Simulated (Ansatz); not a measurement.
NbAg:
```xyz
4
Lattice="4.7434 0.0000 0.0000 0.0000 2.7623 0.0000 0.0000 0.0000 5.3036" Properties=species:S:1:pos:R:3 pbc="T T T"
Ag     1.1859     0.0000     4.5319
Ag     3.5576     0.0000     0.7717
Nb     1.1859     1.3812     1.8708
Nb     3.5576     1.3812     3.4328
```

Relaxed with r²SCAN.

Q: Which orbitals make up the states near the Fermi level in r²SCAN in the plane-wave PAW code Ansatz?

A: Within 0.5 eV of the Fermi level: Nb 4d 79 %, Ag 4d 7 %, outside the projected shells 6 %. Projections are on Löwdin-orthogonalised atomic valence shells; empty p or d shells of many metals are not among them.

Q: Tabulate the density of states.

A: States/eV per cell of 4 atoms, in 0.25 eV bins, energy from the Fermi level.

```tsv
E (eV)	total	Ag 4d	Nb 4d	Ag 5s
-7.80	0.00	0.00	0.00	0.00
-7.55	0.08	0.00	0.00	0.03
-7.30	0.19	0.01	0.00	0.09
-7.05	0.30	0.02	0.00	0.13
-6.80	0.51	0.11	0.01	0.21
-6.55	2.81	2.08	0.18	0.31
-6.30	7.43	6.10	0.47	0.43
-6.05	11.85	9.70	0.94	0.68
-5.80	10.61	9.03	0.80	0.39
-5.55	9.70	8.41	0.68	0.27
-5.30	7.91	6.82	0.56	0.21
-5.05	7.24	6.26	0.52	0.24
-4.80	7.67	6.98	0.35	0.16
-4.55	8.92	8.08	0.49	0.19
-4.30	5.24	4.62	0.30	0.16
-4.05	4.29	3.55	0.30	0.22
-3.80	1.51	0.78	0.24	0.24
-3.55	1.19	0.35	0.30	0.28
-3.30	1.66	0.40	0.59	0.40
-3.05	1.95	0.38	0.87	0.45
-2.80	1.52	0.27	0.78	0.24
-2.55	1.75	0.35	1.00	0.16
-2.30	2.17	0.45	1.32	0.13
-2.05	2.91	0.45	2.03	0.11
-1.80	2.93	0.30	2.12	0.10
-1.55	3.65	0.32	2.70	0.12
-1.30	4.04	0.33	3.11	0.13
-1.05	4.46	0.34	3.58	0.11
-0.80	5.21	0.40	4.17	0.17
-0.55	3.63	0.28	2.90	0.11
-0.30	3.18	0.22	2.50	0.09
-0.05	2.11	0.14	1.65	0.06
0.20	2.68	0.18	2.15	0.08
0.45	2.82	0.19	2.22	0.11
0.70	3.23	0.21	2.58	0.10
0.95	2.46	0.16	1.90	0.08
1.20	2.37	0.16	1.80	0.12
1.45	2.33	0.14	1.78	0.09
1.70	2.42	0.14	1.84	0.12
1.95	2.50	0.12	1.93	0.15
2.20	2.68	0.11	2.16	0.14
2.45	3.22	0.11	2.65	0.14
2.70	3.79	0.12	3.13	0.16
2.95	4.76	0.15	3.94	0.20
3.20	3.74	0.09	2.99	0.18
3.45	2.35	0.05	1.75	0.13
3.70	2.59	0.05	1.85	0.13
```

Space group Pmma. The start of the workflow was typed in or built on a structure type; neither database checked (COD, Materials Project) lists it. Its standing as an ambient phase is unchecked. The cell was relaxed with r²SCAN under the symmetry of its start; whether a distortion lowers the energy is not shown. The run is not spin-polarised. Its formation energy is positive at this level, so the cell may be metastable or incomplete. Spin–orbit coupling is left out wherever it is not named.

Potentials: the later of the program's two PAW sets.
